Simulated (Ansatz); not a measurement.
**Rh (dhcp): energy against volume**

Level of theory: DFT, LDA (PW92), plane waves (420 eV) with PAW, scalar-relativistic (Ansatz 0.2.0). The PAW files were generated under PBE, with cores re-solved for the functional.

The cell is scaled uniformly from the relaxed one, with fractional coordinates and shape fixed. Energies are extrapolated to zero smearing, pressures are those at the given smearing. Magnetic state: spin not included.

A Birch-Murnaghan fit gives V₀ = 13.24 Å³/atom, B₀ = 316 GPa, B₀′ = 5.1.

(1) What are the energy above the minimum and the pressure at 12.201 Å³/atom?

(2) What are the energy above the minimum and the pressure at 12.732 Å³/atom?

(3) What are the energy above the minimum and the pressure at 13.793 Å³/atom?

## Answers

(1) 94.9 meV/atom and 32.27 GPa as computed.

(2) 20.8 meV/atom and 14.17 GPa as computed.

(3) 21.0 meV/atom and -11.17 GPa as computed.
